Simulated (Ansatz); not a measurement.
Li (bcc (W type), space group No. 229) at seven volumes, DFT-PBE+D3(BJ) in the program Ansatz with PAW potentials, scaled uniformly. One row is withheld.

| V (Å³/atom) | P (GPa) |
|---|---|
| 16.677 | 1.74 |
| 17.227 | 1.08 |
| 17.776 | ? |
| 18.326 | 0.01 |
| 18.876 | -0.43 |
| 19.426 | -0.82 |
| 19.976 | -1.16 |

**Question.** Fit the shown pressures and predict the withheld one.

**Answer.** P = (3/2)B₀(x^(7/2) − x^(5/2))[1 + (3/4)(B′ − 4)(x − 1)] with x = (V₀/V)^(2/3). Least squares on the six rows gives V₀ = 18.336 Å³/atom, B₀ = 15.6 GPa, B′ = 3.36. At V = 17.776, x = 1.0209 and P = 0.51 GPa. The run itself gave 0.51 GPa.

Space group Im-3m (bcc (W type)). Symmetry was held in the PBE+D3(BJ) relaxation. The pairwise dispersion correction was not fitted to metals.

Potentials: the later of the program's two PAW sets.
